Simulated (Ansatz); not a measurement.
# Notes on K₂TaP₆

```
CELL_PARAMETERS angstrom
0.00000 4.56521 4.56521
4.56521 0.00000 4.56521
4.56521 4.56521 0.00000
ATOMIC_POSITIONS crystal
Ta 0.00000 0.00000 0.00000
P 0.76010 0.23990 0.76010
P 0.76010 0.23990 0.23990
P 0.23990 0.76010 0.23990
P 0.23990 0.76010 0.76010
P 0.76010 0.76010 0.23990
P 0.23990 0.23990 0.76010
K 0.75000 0.75000 0.75000
K 0.25000 0.25000 0.25000
```

Level: r2SCAN, no spin polarisation; 500 eV; 7×7×7 Γ-centred mesh; fermi-dirac occupations (width 0.1 eV); Ansatz 0.2.0, fixed geometry.

Question: Metal or insulator?

Answer: It is a metal, with about 4.4 states/eV a cell as the mean within 0.25 eV of the Fermi level, mostly P p (88 %).

Question: Which atom feels the largest force, and which way?

Answer: The largest is on P7 (and as large on other atoms): 4.74 eV/Å, components (0.00, 0.00, 4.74). It makes 180° with the line to a nearest neighbour, Ta1 at 2.19 Å, pointing away from it.

Question: Is it stable against the elements?

Answer: 0.68 eV an atom against the elements' usual phases (free molecules for gases, crystals otherwise, with no correction for O₂ or N₂), so at this geometry it isn't bound against them. Relaxing would lower it.

Question: What does the stress say?

Answer: The pressure is 15.9 GPa (compression positive), so with the atoms held at these fractions the cell would first expand; the forces are large, so a full relaxation may end otherwise.

Question: Which element gives electrons and which takes them?

Answer: Bader charges in e: K +0.75, Ta +0.96, P -0.41. In the mean Ta gives up most and P takes most.

Origin: a known structure type with other elements, at an estimated volume, so it need not be a known compound. Caveats: atoms or cell far from equilibrium.
